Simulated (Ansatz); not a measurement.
YN:
```cif
data_N4Y4
_chemical_formula_sum 'Y4 N4'
_space_group_name_H-M_alt 'Fm-3m'
_space_group_IT_number 225
_space_group_name_Hall '-F 4 2 3'
_cell_length_a 4.89584
_cell_length_b 4.89584
_cell_length_c 4.89584
_cell_angle_alpha 90.000
_cell_angle_beta 90.000
_cell_angle_gamma 90.000
loop_
_atom_site_label
_atom_site_type_symbol
_atom_site_symmetry_multiplicity
_atom_site_Wyckoff_symbol
_atom_site_fract_x
_atom_site_fract_y
_atom_site_fract_z
_atom_site_occupancy
Y1 Y 4 a 0.00000 0.00000 0.00000 1
N1 N 4 b 0.50000 0.50000 0.50000 1
```
(The calculation used a cell of 2 atoms; values per cell refer to that cell.)

Relaxed with r²SCAN. DFT-r²SCAN in the program Ansatz with PAW potentials gives a gap of 0.58 eV.

Q: What gap does HSE06 give on the same cell (Ansatz, PAW)?

A: 1.10 eV, 0.51 eV more. The hybrid was solved on a coarser mesh and at special points; its gap is the smallest among all of these.

| k | v1 r²SCAN | c1 r²SCAN | v1 HSE06 | c1 HSE06 |
|---|---|---|---|---|
| Γ | 0.00 | 3.55 | … | … |
| X | -0.40 | 0.58 | -0.47 | 1.10 |
| L | -2.28 | 6.21 | … | … |
| W | -1.53 | 4.44 | … | … |
| K | -1.34 | 2.86 | … | … |

Q: Top valence (v1) and lowest conduction level (c1) in eV from each method's valence maximum (which need not be a listed point): supply the withheld HSE06 values.

A: 
- Γ, v1 HSE06: 0.00
- Γ, c1 HSE06: 4.31
- L, v1 HSE06: -2.45
- L, c1 HSE06: 7.13
- W, v1 HSE06: -1.73
- W, c1 HSE06: 5.20
- K, v1 HSE06: -1.45
- K, c1 HSE06: 3.50

Cost on shared cores: the r²SCAN run (SCF on a 10×10×10 mesh, then bands and DOS) roughly 7 core-seconds, the HSE06 run (SCF on 7×7×7, then a few points) very roughly 40 core-seconds; the tasks are unlike.

Symmetry was held in the r²SCAN relaxation. The run is not spin-polarised. Spin–orbit coupling is left out wherever it is not named.

Potentials: the later of the program's two PAW sets.
